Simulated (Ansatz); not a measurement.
# Trial structures of ZnSn₂N₂: starts and ends

The calculation used DFT PBE, scalar-relativistic, plane waves, PAW (Ansatz 0.2.0). All cells share a 420 eV cutoff and Γ-centred k meshes spaced at most about 0.3 Å⁻¹ (about 0.25 or finer for metals, 2π included). No spin polarisation in the final relaxations.

Each guess was relaxed in cell and atoms at zero pressure, within the symmetry of its start. All energies are static (0 K, no zero-point motion). Coordination counts N atoms around Sn and Zn (those within 1.25 times the shortest such distance or 1.15 times the sum of covalent radii, 1.27 where that leaves under three; a plus sign parts nearer from farther groups; the shortest distance is added where it exceeds 1.18 times the sum of covalent radii; a slash parts the counts of unlike sites).

| guess | made from | start group | V start (Å³/atom) | end group | V end (Å³/atom) | coordination at the end | gap on mesh (eV) | E over the lowest end (meV/atom) |
| --- | --- | --- | --- | --- | --- | --- | --- | --- |
| 1 | random cell | Cmmm | 17.6 | Cmmm | 24.7 | Zn 2+4 from 2.8 Å, Sn 4 from 2.9 Å/12+4 from 4.0 Å | 0 | 41 |
| 2 | random cell | R-3m | 19.9 | R-3m | 19.3 | Zn 2, Sn 1+3 | 0.49 | 64 |
| 3 | LiNi2S2 type | P-3m1 | 16.3 | P-3m1 | 17.4 | Zn 6 from 3.6 Å, Sn 3+1 | 0 | 0 |
| 4 | random cell | P6/mmm | 20.0 | P6/mmm | 17.4 | Zn 6 from 2.7 Å, Sn 2 | 0 | 873 |
| 5 | random cell | I4/mmm | 21.3 | ? | ? | ? | ? | ? |

Guess 5 as it starts:

```cif
data_structure
_symmetry_space_group_name_H-M 'P 1'
_symmetry_Int_Tables_number 1
_cell_length_a 5.1779
_cell_length_b 5.1779
_cell_length_c 5.1779
_cell_angle_alpha 110.674
_cell_angle_beta 110.674
_cell_angle_gamma 107.092
_cell_volume 106.73
loop_
_atom_site_label
_atom_site_type_symbol
_atom_site_fract_x
_atom_site_fract_y
_atom_site_fract_z
_atom_site_occupancy
Zn1 Zn 0.50000 0.50000 0.00000 1
Sn1 Sn 0.75000 0.25000 0.50000 1
Sn2 Sn 0.25000 0.75000 0.50000 1
N1 N 0.50000 0.00000 0.50000 1
N2 N 0.00000 0.50000 0.50000 1
```

Problem. Predict the end of this guess and its energy over the lowest end.

Solution. It ends in space group I4/mmm (No. 139), with a = 4.502 Å, c = 8.586 Å, 17.4 Å³/atom and no gap. It lies 0.45 eV/atom over the lowest end, above guess 2 and below guess 4. Counting N atoms around Sn and Zn, this end has Zn 4, Sn 2 and the lowest (guess 3) has Zn 6 from 3.6 Å, Sn 3+1.

```xyz
5
Lattice="-2.2508 2.2508 4.2929 2.2508 -2.2508 4.2929 2.2508 2.2508 -4.2929" Properties=species:S:1:pos:R:3 pbc="T T T"
Zn    0.0000    0.0000    4.2929
Sn    0.0000    2.2508    2.1464
Sn    2.2508    0.0000    2.1464
N     0.0000    2.2508    0.0000
N     2.2508    0.0000    0.0000
```

The zero of energy is the elements' standard structures at the same level (N₂ as a molecule); no fitted shifts are applied. The references include grey tin.

Problem. Is the lowest end bound against the elements?

Solution. No: its formation energy is +0.48 eV/atom. It can't be a ground state, since the elements alone are lower.

Kohn–Sham gaps at this level usually fall short of measured ones. Cells relaxed within their symmetry can be saddle points. A lower structure may well exist outside this small set. Some candidate types were left out of the draw beforehand, so a known form may be missing.
